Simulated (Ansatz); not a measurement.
**Ansatz 0.2.0, relaxation: Ba₂BiSO₆**

Run with:

```bash
ansatz run input.yaml --threads 2 --pin off --max-ram 3584MiB --backend cpu --events-out ev --progress --plain --runs-dir out
```

input.yaml:

```yaml
crystal:
  lattice:
    - [0.0, 4.270032, 4.270032]
    - [4.270032, 0.0, 4.270032]
    - [4.270032, 4.270032, 0.0]
  atoms:
    - { symbol: Bi, position: [0.0, 0.0, 0.0] }
    - { symbol: Ba, position: [0.25, 0.25, 0.25] }
    - { symbol: Ba, position: [0.75, 0.75, 0.75] }
    - { symbol: O, position: [0.765, 0.235, 0.235] }
    - { symbol: O, position: [0.235, 0.765, 0.235] }
    - { symbol: O, position: [0.235, 0.765, 0.765] }
    - { symbol: O, position: [0.765, 0.235, 0.765] }
    - { symbol: O, position: [0.235, 0.235, 0.765] }
    - { symbol: O, position: [0.765, 0.765, 0.235] }
    - { symbol: S, position: [0.5, 0.5, 0.5] }
  symmetry: { tolerance: 0.0003 }
kpoints:
  mp_grid: { grid: [7, 7, 7], shift: [0, 0, 0] }
magnetization:
  spin_polarized: false
scf:
  occupations: { method: fermi_dirac }
  lower_state_search: "off"
hamiltonian:
  pseudopotentials: { kind: paw }
  xc: pbe
basis:
  ecutwfc: 420
  fft_grid_basis: typed
relax:
  max_steps: 80
  cell: { p_target: 0.0 }
  f_tol: 0.03
output:
  forces: true
  stress: true
  eigenvalues: true
  bader: true
  populations: true
  elf: true
  write_potential: true
  volumetric_format: npy
  dos:
    e_range: [-12, 8]
    de: 0.05
    projected: { site_lists: { Ba: [Ba], Bi: [Bi], O: [O], S: [S] } }
checkpoint:
  read: saved_state
```

Origin of the cell: a known structure type with other elements, at an estimated volume, so it need not be a known compound.

The smearing width isn't typed, so it takes its default of 0.1 eV.

The saved state is a converged single point of the same cell.

Steps («new basis» is an SCF on plane waves selected anew at the same cell):

```json
{"step": "1", "ΔF (meV/atom)": "0.0", "max force component (eV/Å)": "3.478", "P (GPa)": "4.35", "volume (Å³)": "155.71", "SCF iterations": "6", "step was": "accepted"}
{"step": "2", "ΔF (meV/atom)": "-206.2", "max force component (eV/Å)": "1.827", "P (GPa)": "0.35", "volume (Å³)": "151.03", "SCF iterations": "6", "step was": "accepted"}
{"step": "3", "ΔF (meV/atom)": "-289.3", "max force component (eV/Å)": "0.628", "P (GPa)": "15.73", "volume (Å³)": "131.78", "SCF iterations": "6", "step was": "accepted"}
{"step": "4", "ΔF (meV/atom)": "-352.9", "max force component (eV/Å)": "0.256", "P (GPa)": "0.61", "volume (Å³)": "145.22", "SCF iterations": "6", "step was": "accepted"}
{"step": "5", "ΔF (meV/atom)": "-354.1", "max force component (eV/Å)": "0.130", "P (GPa)": "0.30", "volume (Å³)": "145.64", "SCF iterations": "6", "step was": "accepted"}
{"step": "6", "ΔF (meV/atom)": "-354.5", "max force component (eV/Å)": "0.003", "P (GPa)": "0.02", "volume (Å³)": "145.93", "SCF iterations": "6", "step was": "accepted"}
{"step": "7", "ΔF (meV/atom)": "-352.3", "max force component (eV/Å)": "0.004", "P (GPa)": "-0.25", "volume (Å³)": "145.93", "SCF iterations": "6", "step was": "new basis"}
{"step": "8", "ΔF (meV/atom)": "-352.4", "max force component (eV/Å)": "0.000", "P (GPa)": "-0.02", "volume (Å³)": "145.66", "SCF iterations": "6", "step was": "accepted"}
{"step": "9", "ΔF (meV/atom)": "-352.3", "max force component (eV/Å)": "0.000", "P (GPa)": "-0.03", "volume (Å³)": "145.66", "SCF iterations": "8", "step was": "new basis"}
```

Step 1, with forces in eV/Å:

```xyz
10
Lattice="0.000 4.270 4.270 4.270 0.000 4.270 4.270 4.270 0.000" Properties=species:S:1:pos:R:3:forces:R:3 pbc="T T T" step=1
Bi    0.000    0.000    0.000    0.000    0.000    0.000
Ba    2.135    2.135    2.135    0.000    0.000    0.000
Ba    6.405    6.405    6.405    0.000    0.000    0.000
O     2.007    4.270    4.270    3.478    0.000    0.000
O     4.270    2.007    4.270    0.000    3.478    0.000
O     6.533    4.270    4.270   -3.478    0.000    0.000
O     4.270    6.533    4.270    0.000   -3.478    0.000
O     4.270    4.270    2.007    0.000    0.000    3.478
O     4.270    4.270    6.533    0.000    0.000   -3.478
S     4.270    4.270    4.270    0.000    0.000    0.000
```

Step 2, with forces in eV/Å:

```xyz
10
Lattice="0.000 4.227 4.227 4.227 0.000 4.227 4.227 4.227 0.000" Properties=species:S:1:pos:R:3:forces:R:3 pbc="T T T" step=2
Bi    0.000    0.000    0.000    0.000    0.000    0.000
Ba    2.113    2.113    2.113    0.000    0.000    0.000
Ba    6.340    6.340    6.340    0.000    0.000    0.000
O     2.123    4.227    4.227    1.827    0.000    0.000
O     4.227    2.123    4.227    0.000    1.827    0.000
O     6.331    4.227    4.227   -1.827    0.000    0.000
O     4.227    6.331    4.227    0.000   -1.827    0.000
O     4.227    4.227    2.123    0.000    0.000    1.827
O     4.227    4.227    6.331    0.000    0.000   -1.827
S     4.227    4.227    4.227    0.000    0.000    0.000
```

Step 3, with forces in eV/Å:

```xyz
10
Lattice="0.000 4.039 4.039 4.039 0.000 4.039 4.039 4.039 0.000" Properties=species:S:1:pos:R:3:forces:R:3 pbc="T T T" step=3
Bi    0.000    0.000    0.000    0.000    0.000    0.000
Ba    2.019    2.019    2.019    0.000    0.000    0.000
Ba    6.058    6.058    6.058    0.000    0.000    0.000
O     2.217    4.039    4.039    0.628    0.000    0.000
O     4.039    2.217    4.039    0.000    0.628    0.000
O     5.861    4.039    4.039   -0.628    0.000    0.000
O     4.039    5.861    4.039    0.000   -0.628    0.000
O     4.039    4.039    2.217    0.000    0.000    0.628
O     4.039    4.039    5.861    0.000    0.000   -0.628
S     4.039    4.039    4.039    0.000    0.000    0.000
```

Step 4, with forces in eV/Å:

```xyz
10
Lattice="0.000 4.172 4.172 4.172 0.000 4.172 4.172 4.172 0.000" Properties=species:S:1:pos:R:3:forces:R:3 pbc="T T T" step=4
Bi    0.000    0.000    0.000    0.000    0.000    0.000
Ba    2.086    2.086    2.086    0.000    0.000    0.000
Ba    6.258    6.258    6.258    0.000    0.000    0.000
O     2.310    4.172    4.172    0.256    0.000    0.000
O     4.172    2.310    4.172    0.000    0.256    0.000
O     6.034    4.172    4.172   -0.256    0.000    0.000
O     4.172    6.034    4.172    0.000   -0.256    0.000
O     4.172    4.172    2.310    0.000    0.000    0.256
O     4.172    4.172    6.034    0.000    0.000   -0.256
S     4.172    4.172    4.172    0.000    0.000    0.000
```

Step 5, with forces in eV/Å:

```xyz
10
Lattice="0.000 4.176 4.176 4.176 0.000 4.176 4.176 4.176 0.000" Properties=species:S:1:pos:R:3:forces:R:3 pbc="T T T" step=5
Bi    0.000    0.000    0.000    0.000    0.000    0.000
Ba    2.088    2.088    2.088    0.000    0.000    0.000
Ba    6.264    6.264    6.264    0.000    0.000    0.000
O     2.346    4.176    4.176   -0.130    0.000    0.000
O     4.176    2.346    4.176    0.000   -0.130    0.000
O     6.006    4.176    4.176    0.130    0.000    0.000
O     4.176    6.006    4.176    0.000    0.130    0.000
O     4.176    4.176    2.346    0.000    0.000   -0.130
O     4.176    4.176    6.006    0.000    0.000    0.130
S     4.176    4.176    4.176    0.000    0.000    0.000
```

Step 7, with forces in eV/Å:

```xyz
10
Lattice="0.000 4.179 4.179 4.179 0.000 4.179 4.179 4.179 0.000" Properties=species:S:1:pos:R:3:forces:R:3 pbc="T T T" step=7
Bi    0.000    0.000    0.000    0.000    0.000    0.000
Ba    2.089    2.089    2.089    0.000    0.000    0.000
Ba    6.268    6.268    6.268    0.000    0.000    0.000
O     2.336    4.179    4.179   -0.004    0.000    0.000
O     4.179    2.336    4.179    0.000   -0.004    0.000
O     6.021    4.179    4.179    0.004    0.000    0.000
O     4.179    6.021    4.179    0.000    0.004    0.000
O     4.179    4.179    2.336    0.000    0.000   -0.004
O     4.179    4.179    6.021    0.000    0.000    0.004
S     4.179    4.179    4.179    0.000    0.000    0.000
```

Step 9, with forces in eV/Å:

```xyz
10
Lattice="0.000 4.176 4.176 4.176 0.000 4.176 4.176 4.176 0.000" Properties=species:S:1:pos:R:3:forces:R:3 pbc="T T T" step=9
Bi    0.000    0.000    0.000    0.000    0.000    0.000
Ba    2.088    2.088    2.088    0.000    0.000    0.000
Ba    6.264    6.264    6.264    0.000    0.000    0.000
O     2.334    4.176    4.176    0.000    0.000    0.000
O     4.176    2.334    4.176    0.000    0.000    0.000
O     6.018    4.176    4.176    0.000    0.000    0.000
O     4.176    6.018    4.176    0.000    0.000    0.000
O     4.176    4.176    2.334    0.000    0.000    0.000
O     4.176    4.176    6.018    0.000    0.000    0.000
S     4.176    4.176    4.176    0.000    0.000    0.000
```

```yaml
Free_energy_lowered_by: 352.3 meV/atom
Volume_change: -6.45 %
Final_pressure: -0.03 GPa
Relaxation_steps_listed: 9
Formation_energy_elements_under_the_same_functional_gases_as_molecules_uncorrected: -1.594 eV/atom
```

Caveats: no moments, though an odd count or open d shells may carry them; no spin-orbit coupling, though heavy elements are present; the relaxation held the start's symmetry, so the end may be a saddle point.

It ran for 86 s on 2 threads of Arm Neoverse V1 (shared host), peak memory 0.58 GiB, from a saved density.
